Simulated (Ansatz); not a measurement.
Harmonic vibrational thermodynamics of AlNi (CsCl type, Pm-3m) at fixed volume, DFT-PBE in the program Ansatz with PAW potentials. The rows extrapolate the 0 K crystal and know nothing of melting or changes of phase.

```
T (K)  F_vib (meV/atom)  S (J/K per mol of atoms)  C_V (J/K per mol of atoms)
-----  ----------------  ------------------------  --------------------------
50                  [?]                       1.5                         [?]
100                39.3                       6.9                        12.0
200                26.2                      18.1                        19.9
300                 2.7                      26.7                        22.4
400               -28.6                      33.4                        23.5
600              -108.4                      43.1                        24.3
800                 [?]                      50.1                         [?]
1000                [?]                      55.6                         [?]
```

Fill in the missing entries.


- 50, F_vib (meV/atom): 41.4
- 50, C_V (J/K per mol of atoms): 4.1
- 800, C_V (J/K per mol of atoms): 24.6
- 800, F_vib (meV/atom): -205.2
- 1000, C_V (J/K per mol of atoms): 24.7
- 1000, F_vib (meV/atom): -314.9

Symmetry was held in the PBE relaxation; phonons on a q-mesh show no instability. The run is not spin-polarised.

Potentials: the later of the program's two PAW sets.
